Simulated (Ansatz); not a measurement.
The elements of this relaxed trial sheet are hidden behind letters. This is a two-dimensional sheet: the third axis spans vacuum and isn't periodic.

```
lattice vectors (Å)
   3.8686    0.0000    0.0000
  -1.9343    3.3503    0.0000
   0.0000    0.0000   29.9370
fractional positions
X 0.0000 0.0000 0.3006
Z 0.6667 0.3333 0.3539
Z 0.3333 0.6667 0.2473
```

Theory: DFT PBE, scalar-relativistic, plane waves, PAW in Ansatz. Cutoff 420 eV, Γ-centred 12×12×1 mesh (3-atom cell), Gaussian smearing of 0.02 eV, no spin polarisation.

* Layer group: p-3m1 (No. 72)
* In-plane cell: a = 3.869 Å, b = 3.869 Å, γ = 120.0°
* Area per atom: 4.32 Å²
* Thickness between the outermost nuclei: 3.19 Å
* Energy over the elements: −0.338 eV/atom
* Gap on the 12×12×1 mesh of the 3-atom cell: 0.80 eV

Energies are uncorrected and count from the elements' standard states at the same level.

Task: X is a p-block element of period 5 and Z is a p-block element of period 4. Which elements are they?

Result: X = Sn, Z = Se, so the formula is SnSe2. Sn at height 1.60 Å has 6 Se at 2.74 Å; Se at height 3.19 Å has 3 Sn at 2.74 Å. Other elements may fit the hints; this set was computed.

Kohn–Sham gaps at this level usually fall short of measured ones. A later test with randomly moved atoms came back to the same energy, though modes that don't fit the test's cell weren't probed.
